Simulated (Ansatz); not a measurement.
CdGeAs₂:
```xyz
8
Lattice="-2.9905 2.9905 5.6493 2.9905 -2.9905 5.6493 2.9905 2.9905 -5.6493" Properties=species:S:1:pos:R:3 pbc="T T T"
Cd     0.0000     2.9905     2.8247
Cd     0.0000     0.0000     0.0000
Ge     2.9905     0.0000     2.8247
Ge     0.0000     0.0000     5.6493
As     1.4953     1.6670    -1.4123
As     1.4953     1.3235     4.2370
As     4.3141     1.4953     1.4123
As    -1.3235     1.4953     7.0617
```

Relaxed with r²SCAN.

Question: Give the Bader charges and basin volumes of the independent atoms, the program Ansatz at the r²SCAN level (PAW).

Answer: 

```
atom  Bader charge (e)  Bader volume (Å³)
----  ----------------  -----------------
Cd1              +0.56               23.1
Ge3              +0.54               19.7
As5              -0.55               29.1
```

Space group I-42d (chalcopyrite). Symmetry was held in the r²SCAN relaxation.

Potentials: the later of the program's two PAW sets.
